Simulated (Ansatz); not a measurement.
Cu$_{3}$Au (Cu3Au type, space group No. 221) under volume change, DFT-PBE in the program Ansatz with PAW potentials, scaled uniformly.

| V (Å³/atom) | E − E(relaxed) (meV/atom) | P (GPa) |
|---|---|---|
| 12.295 | 59.0 | 17.14 |
| 12.701 | 24.5 | 10.32 |
| 13.106 | 5.7 | 4.67 |
| 13.511 | 0.0 | 0.00 |
| 13.917 | 5.0 | -3.85 |
| 14.322 | 18.9 | -7.04 |
| 14.728 | 40.2 | -9.67 |

Question: What does a third-order Birch–Murnaghan fit give for V₀, B₀ and B′?

Answer: V₀ = 13.51 Å³/atom, B₀ = 141 GPa, B′ = 5.3.

Space group Pm-3m (Cu3Au type). Symmetry was held in the PBE relaxation; of distortions, only those at the zone centre were tested. The run is not spin-polarised. Scalar-relativistic: spin–orbit coupling is off unless named, which matters more the heavier the elements.

Potentials: the later of the program's two PAW sets.
